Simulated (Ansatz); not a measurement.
BaTiO$_{3}$:
```yaml
crystal:
  lattice:
    - [3.97187, 0.00000, 0.00000]
    - [0.00000, 3.97187, 0.00000]
    - [0.00000, 0.00000, 4.11405]
  atoms:
    - { symbol: Ti, position: [0.50000, 0.50000, 0.45242] }
    - { symbol: Ba, position: [0.00000, 0.00000, 0.93434] }
    - { symbol: O, position: [0.50000, 0.50000, 0.89508] }
    - { symbol: O, position: [0.50000, 0.00000, 0.41208] }
    - { symbol: O, position: [0.00000, 0.50000, 0.41208] }
```

Relaxed with r²SCAN. Special points in fractions of this cell's reciprocal vectors: Γ (0.000, 0.000, 0.000); X (0.000, 0.500, 0.000); M (0.500, 0.500, 0.000); Z (0.000, 0.000, 0.500); R (0.000, 0.500, 0.500); A (0.500, 0.500, 0.500).

List the band energies nearest the valence-band maximum at these points for r²SCAN with spin–orbit coupling in the plane-wave PAW code Ansatz.

In eV from the valence-band maximum; about four levels below and three above (degenerate sets whole), none deeper than 8.9 eV; points with the same levels are listed once.

```csv
k,below,above
Γ,-0.49 -0.49 -0.44 -0.44,2.23 2.23 2.70 2.70
X,-1.38 -1.38 -1.18 -1.18,2.79 2.79 3.90 3.90
M,-1.03 -1.03 -0.04 -0.04,4.01 4.01 4.03 4.03
Z,-0.74 -0.74 -0.71 -0.71,2.33 2.33 3.89 3.89
R,-0.97 -0.97 -0.39 -0.39,3.92 3.92 3.95 3.95
A,-0.34 -0.34 0.00 0.00,4.50 4.50 4.51 4.51
```

Space group P4mm. Symmetry was held in the r²SCAN relaxation. At this level the phase is dynamically unstable (imaginary phonons). The run is not spin-polarised.

Potentials: the later of the program's two PAW sets.
